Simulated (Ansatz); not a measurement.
Input:

GaP:
```
GaP
1.0
    3.16224     0.00000     0.00000
    0.00000     3.16224     0.00000
    0.00000     0.00000     3.16224
Ga P
1 1
Cartesian
  0.00000   0.00000   0.00000
  1.58112   1.58112   1.58112
```

This is the PBEsol-relaxed structure.

Problem. All from plane-wave PAW PBEsol (Ansatz code), unless another level is named. Estimate the bulk modulus (Birch–Murnaghan fit).

Solution. 84.9 GPa.

Problem. Predict the highest zone-centre frequency.

Solution. 121 cm⁻¹.

Problem. And the elastic constants (relaxed ions, GPa)?

Solution. C11 = 77.5, C12 = 87.0, C44 = 12.3.

Space group Pm-3m (CsCl type). The cell is a constructed one: a structure type filled with these elements; neither database checked (COD, Materials Project) lists it. It is not the phase usual at ambient conditions (space group No. 216). The PBEsol relaxation kept the symmetry of its start. At this level the phase is mechanically unstable. As this level gives no gap, shear constants depend on the k-mesh and smearing (Fermi–Dirac, 0.1 eV here). As this level gives no gap, phonon frequencies hold no LO–TO term and depend on the k-mesh and smearing (Fermi–Dirac, 0.1 eV here). Scalar-relativistic: spin–orbit coupling is off unless named, which matters more the heavier the elements.

Potentials: the earlier of the program's two PAW sets. The files were generated under PBE; for other functionals the program regenerates the frozen cores, and for LDA and PBEsol the local potential too.
